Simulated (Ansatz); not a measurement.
C (graphite type, space group P6_3/mmc)

```xyz
4
Lattice="2.4554 0.0000 0.0000 -1.2277 2.1264 0.0000 0.0000 0.0000 6.6710" Properties=species:S:1:pos:R:3 pbc="T T T"
C      0.0000     0.0000     1.6678
C      0.0000     0.0000     5.0033
C      0.0000     1.4176     1.6678
C      1.2277     0.7088     5.0033
```

In each cell atom 1 (C, nearest neighbour C at 1.418 Å; its periodic images, 2.5 Å or more away, move with it) moves by s·(0.707, 0.707, 0.000) (along Cartesian [110]), the rest being held.

The numbers are results of r2SCAN+rVV10 (plane waves to 500 eV, PAW, scalar-relativistic; Ansatz, an electronic-structure program), not measurements. k mesh 12×12×4 (Γ-centred), Fermi-Dirac smearing 0.05 eV. The energy includes the smearing's −TS. With partly filled bands, energies and forces of such displacements shift with the k mesh and the smearing. C was relaxed with its symmetry unable to fall. The zero of ΔE is the undisplaced structure. The last digit holds for this mesh only.

```csv
s (Å),ΔE (meV/cell)
-0.140,594.5
-0.112,373.1
-0.084,205.4
-0.056,89.0
-0.028,21.5
0.000,0.0
0.028,20.9
0.056,83.6
0.084,186.8
0.112,328.4
0.140,withheld
```

Task: Fit a polynomial form (powers 2, 3, 4) to the given rows and predict ΔE at s = 0.140.

Result: Least squares on the 10 given rows: ΔE = (27580)·s² + (-15740)·s³ + (28480)·s⁴, in meV/cell with s in Å; root-mean-square residual 0.35 meV/cell. At 0.140 the fit gives 508.3 meV/cell; the calculation gives 506.1 meV/cell, so the extrapolation is off by 2.2 (+0.4 %). The quadratic term alone would give 540.6 meV/cell.

(A displaced cell: forces are minus the slopes of the energy, force constants its curvatures, and phonons follow from these.)
